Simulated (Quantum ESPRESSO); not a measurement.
Inputs of pw.x and gipaw.x (a modified build of Quantum ESPRESSO, PBE) for MgBe₃S₄; the starting potential comes from an earlier run on another mesh:

```
&CONTROL
  calculation = 'scf'
  prefix = 'x'
  pseudo_dir = './pseudo'
  outdir = './out'
  tprnfor = .true.
/
&SYSTEM
  ibrav = 0
  nat = 8
  ntyp = 3
  ecutwfc = 40
  ecutrho = 160
  occupations = 'fixed'
  nbnd = 23
/
&ELECTRONS
  conv_thr = 1e-11
  startingpot = 'file'
/
ATOMIC_SPECIES
Mg 24.305 Mg.GGA_PBE-JTH.UPF
S 32.060 S.GGA_PBE-JTH.UPF
Be 9.012 Be.GGA_PBE-JTH.UPF
CELL_PARAMETERS angstrom
    5.093070451000     0.000000000000     0.000000000000
    0.000000000000     5.093070451000     0.000000000000
    0.000000000000     0.000000000000     5.093070451000
ATOMIC_POSITIONS crystal
Mg     0.000000000000     0.000000000000     0.000000000000
S      0.268933547400     0.268933547400     0.268933547400
Be     0.000000000000     0.500000000000     0.500000000000
S      0.268933547400     0.731066452600     0.731066452600
Be     0.500000000000     0.000000000000     0.500000000000
S      0.731066452600     0.268933547400     0.731066452600
Be     0.500000000000     0.500000000000     0.000000000000
S      0.731066452600     0.731066452600     0.268933547400
K_POINTS automatic
5 5 5 1 1 1
```

```
&INPUTGIPAW
  job = 'nmr'
  prefix = 'x'
  tmp_dir = './out/'
  restart_mode = 'from_scratch'
  pawproj(1) = .true.
  pawproj(2) = .true.
  pawproj(3) = .true.
  use_nmr_macroscopic_shape = .false.
/
```

The cell was made here from a computed Materials Project entry: one of 4 Be replaced by Mg, cell and atoms relaxed (PBE without dispersion, pw.x of Quantum ESPRESSO, symmetry kept). The parent is BeS in F-43m; whether this form has been observed was not checked. The swapped cell is a model, not a known phase. Stability against distortions was not tested.

What does gipaw.x print for the total shieldings?


```
     f-sum rule (should be   -38.5178):
           -38.5236          0.0000          0.0000
             0.0000        -38.5236          0.0000
             0.0000          0.0000        -38.5236

     Total NMR chemical shifts in ppm: ---------------------------------------
     (adopting the Simpson convention for anisotropy and asymmetry)-----------

     Atom  1  Mg  pos: (  0.000000  0.000000  0.000000)  Total sigma:         460.90
           460.9045         -0.0000         -0.0000
             0.0000        460.9045         -0.0000
            -0.0000         -0.0000        460.9045

     Mg      1    anisotropy:     -0.00    eta:    0.0000

     Atom  2  S   pos: (  0.268934  0.268934  0.268934)  Total sigma:         644.07
           644.0747         -9.3020         -9.3020
            -9.3020        644.0747         -9.3020
            -9.3020         -9.3020        644.0747

     S       2    anisotropy:    -27.91    eta:    0.0000

     Atom  3  Be  pos: (  0.000000  0.500000  0.500000)  Total sigma:          86.75
            85.5712         -0.0000         -0.0000
            -0.0000         87.3428          0.0000
            -0.0000         -0.0000         87.3428

     Be      3    anisotropy:     -1.77    eta:    0.0000

     Atom  4  S   pos: (  0.268934  0.731066  0.731066)  Total sigma:         644.07
           644.0747          9.3020          9.3020
             9.3020        644.0747         -9.3020
             9.3020         -9.3020        644.0747

     S       4    anisotropy:    -27.91    eta:    0.0000

     Atom  5  Be  pos: (  0.500000  0.000000  0.500000)  Total sigma:          86.75
            87.3428         -0.0000         -0.0000
            -0.0000         85.5712         -0.0000
            -0.0000         -0.0000         87.3428

     Be      5    anisotropy:     -1.77    eta:    0.0000

     Atom  6  S   pos: (  0.731066  0.268934  0.731066)  Total sigma:         644.07
           644.0747          9.3020         -9.3020
             9.3020        644.0747          9.3020
            -9.3020          9.3020        644.0747

     S       6    anisotropy:    -27.91    eta:    0.0000

     Atom  7  Be  pos: (  0.500000  0.500000  0.000000)  Total sigma:          86.75
            87.3428         -0.0000         -0.0000
             0.0000         87.3428         -0.0000
            -0.0000         -0.0000         85.5712

     Be      7    anisotropy:     -1.77    eta:    0.0000

     Atom  8  S   pos: (  0.731066  0.731066  0.268934)  Total sigma:         644.07
           644.0747         -9.3020          9.3020
            -9.3020        644.0747          9.3020
             9.3020          9.3020        644.0747

     S       8    anisotropy:    -27.91    eta:    0.0000
```
The printed anisotropy is 3/2 (σ_33 − σ_iso) in the program's own order; the axes are left out here. Anisotropies that symmetry doesn't fix are less certain than the isotropic values. Shieldings are absolute and leave out the bulk-susceptibility term; a larger σ means a smaller chemical shift. By our sweeps, such settings leave a few ppm in absolute σ. No d partial waves on Mg, S: the paramagnetic term there is incompletely reconstructed.
